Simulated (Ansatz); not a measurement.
# Settings and field gradients in TiO2 with Al replacing Ti

Cell: a supercell of TiO2 (rutile type, P4_2/mnm) built from a COD entry, with all atoms left at the host's positions.

```cif
data_Ti11AlO24
_symmetry_space_group_name_H-M 'Pmmm'
_symmetry_Int_Tables_number 47
_cell_length_a 6.4944
_cell_length_b 6.4944
_cell_length_c 8.8722
_cell_angle_alpha 90.000
_cell_angle_beta 90.000
_cell_angle_gamma 90.000
loop_
_atom_site_label
_atom_site_type_symbol
_atom_site_symmetry_multiplicity
_atom_site_Wyckoff_symbol
_atom_site_fract_x
_atom_site_fract_y
_atom_site_fract_z
Al Al 1 a 0.0000 0.0000 0.0000
Ti2 Ti 2 q 0.0000 0.0000 0.3333
Ti4 Ti 1 f 0.5000 0.5000 0.0000
Ti5 Ti 2 t 0.5000 0.5000 0.3333
Ti7 Ti 2 s 0.5000 0.0000 0.1667
Ti8 Ti 1 d 0.5000 0.0000 0.5000
Ti10 Ti 2 r 0.0000 0.5000 0.1667
Ti11 Ti 1 g 0.0000 0.5000 0.5000
O13 O 2 i 0.3050 0.0000 0.0000
O14 O 4 w 0.3050 0.0000 0.3333
O16 O 2 k 0.8050 0.5000 0.0000
O17 O 4 x 0.8050 0.5000 0.3333
O19 O 4 v 0.5000 0.3050 0.1667
O20 O 2 p 0.5000 0.3050 0.5000
O22 O 4 u 0.0000 0.8050 0.1667
O23 O 2 n 0.0000 0.8050 0.5000
```

One atom of each set is listed.

Reference run. The numbers come from a DFT calculation in Ansatz (PBE, plane waves and PAW, scalar-relativistic, collinear spin, 420 eV cutoff, Γ-centred 3×3×2 k-points, Fermi–Dirac smearing 0.01 eV). Start moments as typed (μB): 1 on each Al, none on the rest.

It gives V_zz (10²¹ V/m²) Al 0.71 (η 0.89), Ti2 -2.94 (η 0.26), O13 2.29 (η 0.08), among others. Each of these runs changes the input as listed (caps on SCF iterations aside):

A. basis.ecutwfc: not typed → 250 eV
B. kpoints.mp_grid.grid: [3, 3, 2] → [2, 2, 1]; scf.occupations.method: fermi_dirac → cold; scf.occupations.width: 0.01 → 0.1

(1) How does each run end, and how far do the gradients move?

Answers

(1) 

```
run  Al V_zz (η)  Ti2 V_zz (η)  O13 V_zz (η)  largest change of a gradient tensor, all atoms                                                                        note
  A  0.71 (0.81)  -2.66 (0.29)   1.74 (0.19)                                            0.55                                 converged; cutoff below the recommended one
  B  0.75 (0.86)  -2.99 (0.27)   2.94 (0.06)                                            0.65  converged; mesh coarser than the reference's; absolute moment 0.0 → 0.2 μB
```

Several of them move the gradients by like amounts.

Run B changes kpoints.mp_grid.grid, scf.occupations together, so the table can't tell their shares apart.

On the reference run: The defect repeats with the cell of 36 atoms, so it feels its images: sites between two images don't show the values beside a lone defect, and zeros or small values of η there can come from the images' arrangement. O and Ti carry a gradient in the pure host already, so the values there aren't the defect's effect alone. The defect cell has no gap above 0.1 eV on its mesh, so the values can hang on the smearing and the k-mesh. The start moments die out, and the run ends without spin. The neighbours have not yet relaxed around the defect (largest force 0.91 eV/Å), so a real crystal will differ.
